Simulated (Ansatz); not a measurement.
Relaxed CdS (wurtzite):

```yaml
crystal:
  lattice:
    - [4.19618, 0.00000, 0.00000]
    - [-2.09809, 3.63400, 0.00000]
    - [0.00000, 0.00000, 6.82953]
  atoms:
    - { symbol: Cd, position: [0.33333, 0.66667, 0.99917] }
    - { symbol: Cd, position: [0.66667, 0.33333, 0.49917] }
    - { symbol: S, position: [0.33333, 0.66667, 0.37563] }
    - { symbol: S, position: [0.66667, 0.33333, 0.87563] }
```

In this cell atom 2 (Cd, nearest neighbour S at 2.565 Å; its periodic images, 4.2 Å or more away, move with it) is moved by s along Cartesian z, unit vector (0.000, 0.000, 1.000); all other atoms and the cell stay fixed.

All values below come from PBE (plane waves to 420 eV, PAW, scalar-relativistic; Ansatz, a first-principles code). k mesh 7×7×4 (Γ-centred), Fermi-Dirac smearing 0.05 eV. The energy includes the smearing's −TS. Left out: 1 of 11 points, with atoms too close for the PAW data. F∥ is the force on the atom along that direction. CdS was relaxed with its symmetry unable to fall. The zero of ΔE is the undisplaced structure.

```tsv
s (Å)	F∥ (eV/Å)	ΔE (eV/cell)
-0.770	___	0.619
-0.616	0.906	0.499
-0.462	1.044	0.347
-0.308	0.985	0.188
-0.154	0.667	0.057
0.000	-0.002	0.000
0.154	-1.186	0.083
0.308	___	0.407
0.462	-6.563	1.135
0.616	-12.292	2.548
```

### Question
Some entries are withheld; supply them.

### Answer

- -0.770, F∥ (eV/Å): 0.641
- 0.308, F∥ (eV/Å): -3.189

(For displaced atoms, the force is minus the slope of the energy, and its curvature is a force constant, which sets phonon frequencies.)
